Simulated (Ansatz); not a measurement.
HfC (rock salt)

```xyz
2
Lattice="0.0000 2.3203 2.3203 2.3203 0.0000 2.3203 2.3203 2.3203 0.0000" Properties=species:S:1:pos:R:3 pbc="T T T"
C      0.0000     0.0000     0.0000
Hf     2.3203     2.3203     2.3203
```

The slice is a {100} plane (indices of the conventional cell) through the point (0.500, 0.500, 0.500) (fractional), spanned by u = [100] and v = [0 1 -1] in vectors of this cell: u (3.28 Å) and v (3.28 Å, at 90° to u). It covers one period; positions are fractions (u, v).

All values below come from r2SCAN (plane waves to 500 eV, PAW, scalar-relativistic; Ansatz, a program for electronic structure). k mesh 17×17×17. These are valence fields of a PAW run, semicore shells included where kept as valence: close to a nucleus they are smooth pseudo fields. HfC is run without spin polarisation. HfC was relaxed with its symmetry unable to fall. Spin-orbit coupling is left out, though Hf is heavy.

### Question
What is the ELF at the density minimum of the shortest C–Hf line in this plane (2.32 Å)?

### Answer
0.3.

### Question
What is the valence density on the shortest C–Hf line in this plane (2.32 Å), at its minimum between the atoms?

### Answer
0.49 e/Å³.

### Question
Sketch the electron localisation function (ELF) on this plane as a map.

### Answer
```
|xxxxx@@#+-.    ...    .-+#@@xxxx|
|xxxxx@@#+:.   .:::.   .:+#@@xxxx|
|xxxx@@%*=:   .:---:.   :=*%@@xxx|
|xxx@@@#+-.  .:=+++=:.  .-+#@@@xx|
|@@@@@%*=:...:=+***+=:...:=*%@@@@|
|@@@%#*=-...:=*#%%%#*=:...-=*#%@@|
|%%#*+=-...-=*#%%%%%#*=-...-=+*#%|
|+++=-:...-=*%%@@@@@%%*=-...:-=++|
|--::....-=*%%@@@@@@@%%*=-....::-|
|...  ..-=*%%@@@@@@@@@%%*=-..  ..|
|     .:=*%%@@%%%%%%%@@%%*=:.    |
|    .:=*%%@@%%xxxxx%%@@%%*=:.   |
|   .:=*#%@@%%xxxxxxx%%@@%#*=:.  |
|  .:=+#%@@@%xxxxxxxxx%@@@%#+=:. |
|..:-+*%%@@@%xxxxxxxxx%@@@%%*+-:.|
|..:-+*%%@@@%xxxxxxxxx%@@@%%*+-:.|
|..:-+*%%@@@%xxxxxxxxx%@@@%%*+-:.|
|  .:=+#%@@@%xxxxxxxxx%@@@%#+=:. |
|   .:=*#%@@%%xxxxxxx%%@@%#*=:.  |
|    .:=*%%@@%%xxxxx%%@@%%*=:.   |
|     .:=*%%@@%%%%%%%@@%%*=:.    |
|...  ..-=*%%@@@@@@@@@%%*=-..  ..|
|--::....-=*%%@@@@@@@%%*=-....::-|
|+++=-:...-=*%%@@@@@%%*=-...:-=++|
|%%#*+=-...-=*#%%%%%#*=-...-=+*#%|
|@@@%#*=-...:=*#%%%#*=:...-=*#%@@|
|@@@@@%*=:...:=+***+=:...:=*%@@@@|
|xxx@@@#+-.  .:=+++=:.  .-+#@@@xx|
|xxxx@@%*=:   .:---:.   :=*%@@xxx|
|xxxxx@@#+:.   .:::.   .:+#@@xxxx|
|xxxxx@@#+-.    ...    .-+#@@xxxx|
|xxxxx@@%+-.    ...    .-+%@@xxxx|
```
Scale: ten equal steps from 0.09 (start of ' ') to 0.84 (end of '@'), in the order ' .:-=+*#%@'. Values: electron localisation function (ELF). The map has 32 points along u (one character each, u = 0 at the left) and 32 along v (v = 0 in the bottom row). Points within 0.5 Å of a nucleus are blanked (x), as the pseudised field means little there.
